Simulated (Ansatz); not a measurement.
Given:

TaGeO:
```
CELL_PARAMETERS angstrom
      3.37772     0.00000     0.00000
      0.00000     3.37772     0.00000
      0.00000     0.00000     6.89000
ATOMIC_POSITIONS crystal
  Ta 0.00000 0.50000 0.69745
  Ta 0.50000 0.00000 0.30255
  Ge 0.00000 0.00000 0.00000
  Ge 0.50000 0.50000 0.00000
  O  0.50000 0.00000 0.60284
  O  0.00000 0.50000 0.39716
```

This is the PBEsol-relaxed structure.

Q: All from plane-wave PAW PBEsol (Ansatz code), unless another level is named. Estimate the electronic character.

A: metallic (no gap).

Q: Give the density of states at the Fermi level.

A: 0.71 states/eV per atom (mean over ±0.08 eV).

Q: And the formation energy from the elements (no fitted shifts)?

A: -71 kJ/mol of atoms.

Q: What about the gap with spin–orbit coupling?

A: none (metallic).

Space group P4/nmm. The start of the workflow was typed in or built on a structure type; neither database checked (COD, Materials Project) lists it. Whether it is the stable phase at ambient conditions was not checked. Symmetry was held in the PBEsol relaxation. At this level the phase is dynamically unstable (imaginary phonons). No spin polarisation was allowed. The volume moved by -20 % from the start of the relaxation. The references are the lowest solids computed at this level, not always the standard phases (solids in place of the gases). Spin–orbit coupling is left out wherever it is not named.

Potentials: the earlier of the program's two PAW sets. The files were generated under PBE; for other functionals the program regenerates the frozen cores, and for LDA and PBEsol the local potential too.
